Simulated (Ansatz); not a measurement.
Sr:
```xyz
2
Lattice="4.1911 0.0000 0.0000 -2.0955 3.6296 0.0000 0.0000 0.0000 6.8865" Properties=species:S:1:pos:R:3 pbc="T T T"
Sr     0.0000     2.4197     1.7216
Sr     2.0955     1.2099     5.1649
```

Relaxed with PBEsol. Special points in fractions of this cell's reciprocal vectors: Γ (0.000, 0.000, 0.000); M (0.500, 0.000, 0.000); K (0.333, 0.333, 0.000); A (0.000, 0.000, 0.500); L (0.500, 0.000, 0.500); H (0.333, 0.333, 0.500).

Task: List the band energies nearest the Fermi level at these points for PBEsol (plane waves, PAW; program Ansatz).

Result: In eV from the Fermi level; about four levels below and three above (degenerate sets whole), none deeper than 8.9 eV; points with the same levels are listed once.

| k | below | above |
|---|---|---|
| Γ | -3.76 -1.21 | 0.08 2.30 2.33 2.33 |
| M | -1.15 -0.54 | 0.01 0.21 1.32 |
| K | -0.25 -0.25 -0.10 | 0.30 1.34 1.34 |
| A | -2.79 -2.79 | 1.25 1.25 2.33 2.33 2.33 2.33 |
| L | -0.87 -0.87 | 0.27 0.27 1.32 1.32 |
| H | – | 0.11 0.11 0.23 0.23 |

Space group P6_3/mmc (hcp (Mg type)). The first step of the workflow began from a Materials Project structure, measured or hypothetical; the Crystallography Open Database files this formula in space group No. 194, but the cells were not matched. It is not the phase usual at ambient conditions (space group No. 225). The PBEsol relaxation kept the symmetry of its start; whether a distortion lowers the energy is not shown. Scalar-relativistic: spin–orbit coupling is off unless named, which matters more the heavier the elements.

Potentials: the later of the program's two PAW sets.
